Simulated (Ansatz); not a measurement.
LaFeO3 (cubic perovskite, Pm-3m), DFT-PBEsol in the program Ansatz with PAW potentials, all energies at zero smearing, with the estimated change up to a 700 eV cutoff added, with one set of potentials and settings (totals compare only within such a set). Cell of 5 atoms (1 Fe, 3 O, 1 La): -12297.325 eV.

| element | reference phase | E (eV/atom) |
|---|---|---|
| Fe | Im-3m, 1 atoms in the cell, spin-polarised | -4448.8520 |
| O | C2/m, 4 atoms in the cell, spin-polarised | -558.3554 |
| La | P6_3/mmc, 4 atoms in the cell | -6161.2767 |

Formation energy per atom, worked out: (-12297.325 − 1×(-4448.8520) − 3×(-558.3554) − 1×(-6161.2767))/5 = -2.426 eV/atom (-234 kJ per mol of atoms), at 0 K, without zero-point energy or fitted corrections.

The workflow started from an entry of the Crystallography Open Database (COD), which files this formula under 3 space groups. Whether it is the stable phase at ambient conditions was not checked. The cell was relaxed with PBEsol under the symmetry of its start; whether a distortion lowers the energy is not shown. Spin order of the final state: ferromagnetic, chosen from 4 collinear starts compared on coarse meshes (ties went to the first, and starts can fall back to one state), not a proven ground state. No Hubbard U is applied. The references are the lowest solids computed at this level, not always the standard phases (solids in place of the gases). Spin–orbit coupling is left out wherever it is not named.

Potentials: the later of the program's two PAW sets.
